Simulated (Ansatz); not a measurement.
ZrSe:
```yaml
crystal:
  lattice:
    - [3.35835, 0.00000, 0.00000]
    - [0.00000, 3.35835, 0.00000]
    - [0.00000, 0.00000, 3.35835]
  atoms:
    - { symbol: Zr, position: [0.00000, 0.00000, 0.00000] }
    - { symbol: Se, position: [0.50000, 0.50000, 0.50000] }
```

Relaxed with PBE. Special points in fractions of this cell's reciprocal vectors: Γ (0.000, 0.000, 0.000); X (0.000, 0.500, 0.000); M (0.500, 0.500, 0.000); R (0.500, 0.500, 0.500).

Task: List the band energies nearest the Fermi level at these points for the program Ansatz at the PBE with spin–orbit coupling level (PAW).

Result: In eV from the Fermi level; about four levels below and three above (degenerate sets whole), none deeper than 8.9 eV; points with the same levels are listed once.

```json
[
 {"k": "Γ", "below": "-2.24 -2.24 -2.24 -2.24", "above": "1.80 1.80 2.05 2.05 2.05 2.05"},
 {"k": "X", "below": "-3.33 -3.33 -1.58 -1.58", "above": "2.48 2.48 3.06 3.06"},
 {"k": "M", "below": "-2.34 -2.34 -1.36 -1.36", "above": "0.23 0.23 0.27 0.27"},
 {"k": "R", "below": "-6.81 -6.81 -6.81 -6.81", "above": "2.60 2.60 2.98 2.98 2.98 2.98"}
]
```

Space group Pm-3m (CsCl type). A made-up cell: these elements were put on the sites of a structure type; neither database checked (COD, Materials Project) lists it. Whether it is the stable phase at ambient conditions was not checked. Symmetry was held in the PBE relaxation; whether a distortion lowers the energy is not shown. The run is not spin-polarised.

Potentials: the earlier of the program's two PAW sets.
